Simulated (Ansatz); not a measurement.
Cu (fcc, Cu type)

Space group Fm-3m (No. 225); a = b = c = 3.5638 Å, α = β = γ = 90.00°

```csv
atom,site,symmetry,x,y,z
Cu,4a,m-3m,0.0000,0.0000,0.0000
```
(The calculation used a cell of 1 atom; values per cell refer to that cell.)

This relaxed cell (volume V₀) is scaled evenly in all directions, its shape held. Symmetry pins the atoms to their sites.

Method: PBEsol (plane waves to 420 eV, PAW, scalar-relativistic; Ansatz, a quantum-chemistry and plane-wave program). k mesh 23×23×23 (Γ-centred), Fermi-Dirac smearing 0.05 eV. The energy includes the smearing's −TS. Cu is run without spin polarisation. Cu was relaxed with its symmetry unable to fall. The zero of ΔE is the relaxed starting cell.

### Question
Estimate the ΔE (meV/atom) for V/V₀ = 0.925, 1.025, 1.050, 1.075, 1.100.

### Answer
| V/V₀ | ΔE (meV/atom) |
|---|---|
| 0.925 | 39 |
| 1.025 | 4 |
| 1.050 | 14 |
| 1.075 | 29 |
| 1.100 | 50 |

(Under strain, the slope of the energy per volume gives the stress and its curvature an elastic modulus.)
